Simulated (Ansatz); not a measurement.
**Sr: stationary points along a deformation path**

All numbers below come from Ansatz 0.2.0, DFT PBEsol, scalar-relativistic, plane waves, PAW. The runs took a 420 eV cutoff, a Γ-centred 6×6×8 mesh and Gaussian smearing (0.03 eV). No spin polarisation. Energies are free energies at this smearing, counted from the undisturbed cell; pressure is positive in compression.

Zero of the scan (as given, not relaxed at this level; it stands at 0.0 GPa; this form isn't the usual structure):

```
Sr
1.0
    10.98763    0.00000    0.00000
    -5.49381    9.51557    0.00000
     0.00000    0.00000    4.42111
Sr
1
Direct
  0.00000 0.00000 0.00000
```

At fixed volume and fractional coordinates, lengths along (0.000, 0.000, 1.000) are scaled against those across it; ρ is that ratio over its starting value. V = 462.243 Å³/atom. Δσ is the stress along the axis less the mean stress across it (compression positive).

| ρ | ΔE (meV/atom) | Δσ (GPa) | space group |
| --- | --- | --- | --- |
| 0.850 | 82.9 | 0.22 | P6/mmm |
| 0.920 | 31.2 | 0.35 | P6/mmm |
| 1.000 | 0.0 | 0.06 | P6/mmm |
| 1.100 | 10.2 | -0.15 | P6/mmm |
| 1.200 | 44.4 | -0.25 | P6/mmm |

Question: How does the stress give the slope of the energy, and where is the energy stationary?

Answer: Along the path d ln(length) is 2/3 d ln ρ on the axis and −1/3 d ln ρ across it, so dE/d ln ρ = −(2/3) V Δσ: the energy falls with ρ where Δσ is positive. Δσ vanishes or changes sign between ρ = 1.000 and 1.100, a minimum (near 1.03 by linear interpolation). Pairs of stationary points between two samples would go unseen, and could change a minimum read from distant neighbours into a maximum.

Question: Integrate that slope from ρ = 1 to 0.850 by the trapezoid rule.

Answer: With V/N in Å³ and 1 eV/Å³ = 160.2 GPa the slopes at ρ = 1.000, 0.920, 0.850 are -113, -670, -415 meV/atom per unit of ln ρ. The steps add 32.6 + 42.9 = 75.6 meV/atom, against 82.9 from the energies; the trapezoid rule misses the curvature of the slope within each step.

The gap closes along the scan, which can put kinks into the curve.